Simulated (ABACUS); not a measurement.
Set-up for a self-consistent single point of CoGe (P2_12_12_1, 8 atoms in the cell; from Materials Project mp-10692, changed as shown).

```
CoGe
1.0
    4.57947     0.00000     0.00000
    0.00000     4.57947     0.00000
    0.00000     0.00000     4.53367
Co Ge
4 4
Direct
  0.13683   0.13683   0.13683
  0.36317   0.86317   0.63683
  0.63683   0.36317   0.86317
  0.86317   0.63683   0.36317
  0.83981   0.83981   0.83981
  0.66019   0.16019   0.33981
  0.33981   0.66019   0.16019
  0.16019   0.33981   0.66019
```

All values come from this method and carry its errors: PBEsol, PseudoDojo 0.4 standard norm-conserving PBEsol (tails mended) pseudopotentials (plane waves; ABACUS).

ABACUS settings:

KPT: Gamma 3 3 3 0 0 0
basis_type: pw
ecutwfc: 96 Ry
smearing_method: mv
smearing_sigma: 0.0199916 Ry
potentials: PseudoDojo 0.4 standard norm-conserving PBEsol (tails mended)
symmetry: 1
symmetry_prec: 1e-05
ks_solver: dav
scf_nmax: 100
scf_thr: 1.0e-09 Ry
mixing_type: broyden
mixing_beta: 0.4

Results:

* **Number of valence electrons**: 124
* **Number of bands**: 75
* **Number of k-points after the program's reduction**: 8
* **Number of plane waves (most at a k-point)**: 10227
* **Number of SCF iterations**: 11
* **FFT grid**: 54 × 54 × 54
* **Free energy E − TS**: -26346.2968 eV
* **Fermi level (on the code's own zero)**: 19.05 eV
* **Pressure**: 0.80 GPa
* **Largest force (vector length)**: 0.086 eV/Å

Forces (eV/Å):
| atom | Fx | Fy | Fz |
|---|---|---|---|
| Co1 | 0.033 | 0.026 | 0.074 |
| Co2 | -0.033 | -0.026 | 0.074 |
| Co3 | 0.033 | -0.026 | -0.074 |
| Co4 | -0.033 | 0.026 | -0.074 |
| Ge5 | -0.003 | -0.021 | 0.029 |
| Ge6 | 0.003 | 0.021 | 0.029 |
| Ge7 | -0.003 | 0.021 | -0.029 |
| Ge8 | 0.003 | -0.021 | -0.029 |

Stress (GPa, positive for compression):
```
0.19  0.00  0.00
0.00  0.20  0.00
0.00  0.00  1.99
```

For comparison: a first run was changed to give this one (lattice vector c scaled by 0.99), and from it to this one the free energy hardly moves (within 1 meV/atom), the pressure goes from -1.23 to 0.80 GPa and the largest force goes from 0.039 to 0.086 eV/Å.

The run has no spin polarisation, so moments on Co cannot form. The structure comes from a collection of computed structures, made at another level of theory; the collection holds predicted forms beside known ones. No clean gap shows at this smearing width and mesh (spacing up to 0.46 Å⁻¹); the mesh is coarse for partly filled bands, so the values carry mesh errors.

Cost on one core: very roughly 2.9 core-minutes.

“Tails mended”: in these copies of the files the far tail of each local potential was reset to the Coulomb form.
